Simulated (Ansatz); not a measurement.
NiAu:
```
NiAu
1.0
    1.40548     0.81145     4.29057
   -1.40548     0.81145     4.29057
    0.00000    -1.62291     4.29057
Au Ni
1 1
Direct
  0.00000   0.00000   0.00000
  0.50000   0.50000   0.50000
```
The run is spin-polarised; directions of the spins, atom by atom: 0 ↑.

Relaxed with PBE. Special points in fractions of this cell's reciprocal vectors: Γ (0.000, 0.000, 0.000); T (0.500, 0.500, 0.500); H2 (0.809, 0.191, 0.500); H0 (0.500, -0.191, 0.191); L (0.500, 0.000, 0.000); S0 (0.345, -0.345, 0.000); S2 (0.655, 0.000, 0.345); F (0.500, 0.000, 0.500).

Task: List the band energies nearest the Fermi level at these points for plane-wave PAW PBE (Ansatz code).

Result: In eV from the Fermi level; about four levels below and three above (degenerate sets whole), none deeper than 8.9 eV; … stands for higher levels left out; points with the same levels are listed once.

```csv
k,below,above
Γ ↑,-1.16 -1.16 -0.44 -0.44,0.08 5.25 …
T ↑,-1.47 -1.47 -0.85 -0.85,12.61 …
H2 ↑,-1.31 -1.18 -0.92 -0.54,3.39 3.71 4.46
L ↑,-1.76 -1.63 -1.10 -0.45,1.30 1.77 6.38
S0 ↑,-1.31 -1.12 -0.98 -0.59,3.17 3.62 4.82
F ↑,-0.68 -0.67 -0.46 -0.39 -0.33,1.71 3.83 …
Γ ↓,-0.70 -0.70 -0.05 -0.05,0.05 5.38 …
T ↓,-0.94 -0.94 -0.46 -0.46,12.69 …
H2 ↓,-0.94 -0.82 -0.64 -0.05,3.49 3.82 4.49
L ↓,-2.04 -1.64 -1.36 -0.72,0.12 1.64 1.75
S0 ↓,-0.95 -0.79 -0.65 -0.10,3.27 3.71 4.89
F ↓,-1.51 -0.70 -0.43 -0.05,0.13 0.18 1.69
```

Space group R-3m. The start of the workflow was typed in or built on a structure type; neither database checked (COD, Materials Project) lists it. Whether it is the stable phase at ambient conditions was not checked. Symmetry was held in the PBE relaxation; whether a distortion lowers the energy is not shown. Magnetic state: ferromagnetic, the only order run, not a proven ground state. The cell computed holds one magnetic atom, so no antiferromagnetic order was within reach. Its formation energy is positive at this level, so the cell may be metastable or incomplete. Spin–orbit coupling is left out wherever it is not named.

Potentials: the earlier of the program's two PAW sets.
